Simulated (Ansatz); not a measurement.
## Eigenvalues along a path: Sr (fcc type)

```
CELL_PARAMETERS angstrom
0.00000 3.01914 3.01914
3.01914 0.00000 3.01914
3.01914 3.01914 0.00000
ATOMIC_POSITIONS crystal
Sr 0.00000 0.00000 0.00000
```

The base cell comes from a relaxation on PAW files under the same functional.

Level of theory: DFT with PBE, scalar-relativistic, in Ansatz 0.2.0; a Γ-centred 12×12×12 k mesh, Fermi–Dirac smearing of 0.08 eV, no spin polarisation. LAPW: all electrons, basis error target 1 meV/atom.

Path points, in fractions of the reciprocal vectors: Γ (0.000, 0.000, 0.000), X (0.500, 0.000, 0.500), U (0.625, 0.250, 0.625), K (0.375, 0.375, 0.750), L (0.500, 0.500, 0.500), W (0.500, 0.250, 0.750). The distance column jumps between branches of the path. Levels in eV from the Fermi level; bands 7 to 12, counted from the lowest band of the run. The gap is zero, the pressure -0.01 GPa.

```
# k(1/Å) point b7 b8 b9 b10 b11 b12
0.000 Γ -18.47 -18.47 -18.47 -3.63 2.36 2.36
0.149 - -18.48 -18.47 -18.47 -3.52 2.20 2.41
0.297 - -18.50 -18.48 -18.48 -3.20 1.80 2.57
0.446 - -18.54 -18.50 -18.50 -2.70 1.35 2.45
0.595 - -18.58 -18.51 -18.51 -2.06 0.94 1.83
0.743 - -18.62 -18.53 -18.53 -1.38 0.62 1.36
0.892 - -18.64 -18.54 -18.54 -0.83 0.43 1.11
1.041 X -18.65 -18.54 -18.54 -0.62 0.36 1.05
1.093 - -18.65 -18.54 -18.54 -0.61 0.37 1.05
1.146 - -18.65 -18.54 -18.54 -0.57 0.37 1.03
1.198 - -18.65 -18.55 -18.54 -0.51 0.38 1.00
1.251 - -18.64 -18.56 -18.53 -0.43 0.38 0.97
1.303 - -18.64 -18.56 -18.53 -0.33 0.37 0.93
1.356 - -18.63 -18.57 -18.53 -0.21 0.32 0.88
1.408 U -18.62 -18.58 -18.52 -0.08 0.25 0.85
2.046 K -18.62 -18.58 -18.52 -0.08 0.25 0.85
2.203 - -18.60 -18.59 -18.51 -0.31 0.46 0.78
2.361 - -18.61 -18.56 -18.50 -1.08 0.81 1.04
2.519 - -18.60 -18.53 -18.49 -1.88 1.00 1.65
2.676 - -18.56 -18.50 -18.48 -2.59 1.32 2.17
2.834 - -18.52 -18.48 -18.47 -3.15 1.75 2.44
2.992 - -18.48 -18.47 -18.47 -3.51 2.17 2.41
3.149 Γ -18.47 -18.47 -18.47 -3.63 2.36 2.36
3.278 - -18.48 -18.47 -18.47 -3.55 2.23 2.40
3.407 - -18.51 -18.47 -18.47 -3.31 1.90 2.49
3.536 - -18.55 -18.48 -18.48 -2.93 1.49 2.54
3.664 - -18.59 -18.48 -18.48 -2.43 1.06 2.46
3.793 - -18.63 -18.49 -18.49 -1.88 0.65 2.34
3.922 - -18.65 -18.49 -18.49 -1.36 0.27 2.24
4.050 L -18.66 -18.49 -18.49 -1.10 0.07 2.20
4.156 - -18.66 -18.50 -18.50 -1.05 0.06 2.10
4.261 - -18.65 -18.51 -18.50 -0.87 0.05 1.85
4.366 - -18.64 -18.53 -18.51 -0.60 0.03 1.52
4.471 - -18.63 -18.56 -18.52 -0.26 0.03 1.20
4.576 - -18.61 -18.58 -18.53 0.04 0.13 0.92
4.681 - -18.60 -18.59 -18.54 0.06 0.48 0.72
4.786 W -18.60 -18.60 -18.54 0.08 0.64 0.64
4.861 - -18.61 -18.58 -18.54 0.03 0.57 0.72
4.935 - -18.62 -18.57 -18.54 -0.10 0.51 0.80
5.009 - -18.63 -18.56 -18.54 -0.26 0.46 0.88
5.084 - -18.64 -18.55 -18.54 -0.41 0.42 0.95
5.158 - -18.65 -18.54 -18.54 -0.53 0.39 1.01
5.232 - -18.65 -18.54 -18.54 -0.60 0.37 1.04
5.307 X -18.65 -18.54 -18.54 -0.62 0.36 1.05
```
